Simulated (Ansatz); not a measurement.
Fixed-spin-moment curve of Sc (Fm-3m)

```yaml
crystal:
  lattice:
    - [0.00000, 2.26000, 2.26000]
    - [2.26000, 0.00000, 2.26000]
    - [2.26000, 2.26000, 0.00000]
  atoms:
    - { symbol: Sc, position: [0.00000, 0.00000, 0.00000] }
```

Geometry: a structure as deposited in COD; nothing is relaxed.

The runs share LDA, 13×13×13 k mesh, Fermi–Dirac smearing of 0.03 eV. PAW means Ansatz 0.2.0 on its default frozen-core files; LAPW is all-electron LAPW in Ansatz 0.2.0. Site moments are integrated in spheres about the atoms, whose radii differ between the methods. Start moments of the first PAW run (μB): Sc 1.

The total moment M of the cell is held by giving each spin its own Fermi level. Half their difference over μB is the field that would hold M, so μB·B = dF/dM. Energies count from each method's free run. The held moment starts spread evenly over Sc.

The free PAW run: The moments died out: the run ends unmagnetised.

```csv
M (μB/cell),ΔF PAW (meV/cell),ΔF LAPW (meV/cell),"B, PAW (T)","largest site moment, PAW (μB)","pressure, PAW (GPa)"
0.00,0.0,0.0,–,0.00,-1.9
0.20,+5.9,–,+1002,0.13,-1.6
0.40,+20.2,+20.3,+1451,0.27,-1.3
0.60,+41.6,–,?,0.40,-0.7
0.90,+91.6,+91.8,+3619,0.61,0.2
1.20,+174.1,+174.2,+5675,0.82,?
1.60,+352.7,+352.6,+9535,1.08,2.8
```

Q: Fill in "pressure, PAW (GPa)" for the row "1.20".

A: 1.2.

Q: Give the missing entry: row "0.60", column "B, PAW (T)".

A: +2302.

Q: Check μB·B = dF/dM between M = 0.60 and 0.90 μB with the PAW numbers.

A: ΔF/ΔM = +50.0 meV / 0.30 = +166.7 meV per μB, which is +2880 T with μB = 0.05788 meV/T. The mean of the two holding fields is +2960 T. The slope equals the mean of B over the step, so the two agree where B(M) is nearly straight between its ends, and here they lie within a tenth of each other.

Separate runs put a uniform field on the spins (g = 2):

| field (T) | M PAW (μB/cell) | M LAPW (μB/cell) |
| --- | --- | --- |
| 200 | 0.043 | 0.043 |
| 1000 | 0.199 | 0.198 |
| 3000 | 0.794 | 0.794 |

The PAW files were made with PBE; the program remakes their cores once for the run's functional and then keeps them frozen. The Ansatz runs typed with the search for lower states off end where their start leads. These are results for the start and cell typed. The real compound can order otherwise, in a larger cell, or not at all, since semilocal functionals at zero temperature often overstate magnetism.
